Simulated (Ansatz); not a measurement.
Ga₂O₃ (beta-Ga2O3 type, space group C2/m)

```
Ga2O3
1.0
    6.22799    -1.54164     0.00000
    6.22799     1.54164     0.00000
   -1.39171     0.00000     5.71014
Ga O
4 6
Cartesian
  0.01377   0.00000   4.53799
 11.05050   0.00000   1.17215
  7.76490   0.00000   1.79402
  3.29937   0.00000   3.91611
  1.88440   0.00000   0.62328
  9.17987   0.00000   5.08686
  1.37815   0.00000   3.22245
  9.68612   0.00000   2.48769
  5.82098   0.00000   1.46578
  5.24329   0.00000   4.24436
```

A phonon eigenvector at Γ is frozen into this cell: atom i moves by Q times the vector below, so Q is the largest atomic displacement, in Å. The cell is held.

```json
[
 {"atom": "Ga1", "x": "0.019", "y": "0.000", "z": "-0.364"},
 {"atom": "Ga2", "x": "0.019", "y": "0.000", "z": "-0.364"},
 {"atom": "Ga3", "x": "0.233", "y": "0.000", "z": "0.351"},
 {"atom": "Ga4", "x": "0.233", "y": "0.000", "z": "0.351"},
 {"atom": "O5", "x": "-1.000", "y": "0.000", "z": "-0.027"},
 {"atom": "O6", "x": "-1.000", "y": "0.000", "z": "-0.027"},
 {"atom": "O7", "x": "0.082", "y": "0.000", "z": "0.029"},
 {"atom": "O8", "x": "0.082", "y": "0.000", "z": "0.029"},
 {"atom": "O9", "x": "-0.178", "y": "0.000", "z": "0.052"},
 {"atom": "O10", "x": "-0.178", "y": "0.000", "z": "0.052"}
]
```

All values below come from PBE (plane waves to 420 eV, PAW, scalar-relativistic; Ansatz, a first-principles code). k mesh 11×11×6 (Γ-centred), Fermi-Dirac smearing 0.05 eV. Ga2O3 was relaxed with its symmetry unable to fall. The PAW data are Ansatz's earlier set. 

```csv
Q (Å),−dE/dQ from forces (eV/Å)
-0.280,4.880
-0.233,4.002
-0.187,3.157
-0.140,2.341
-0.093,1.547
-0.047,0.769
0.000,0.000
0.047,-0.769
0.093,-1.547
0.140,-2.341
0.187,-3.157
0.233,-4.002
0.280,-4.880
```

Problem. What harmonic wavenumber does the curvature at Q = 0 give?

Solution. 242 cm⁻¹. E″ = 16.46 eV/Å², M = Σ mᵢ|uᵢ|² = 76.6 u, ν̃ = 521.5·√(|E″|/M).

(A displaced cell: forces are minus the slopes of the energy, force constants its curvatures, and phonons follow from these.)
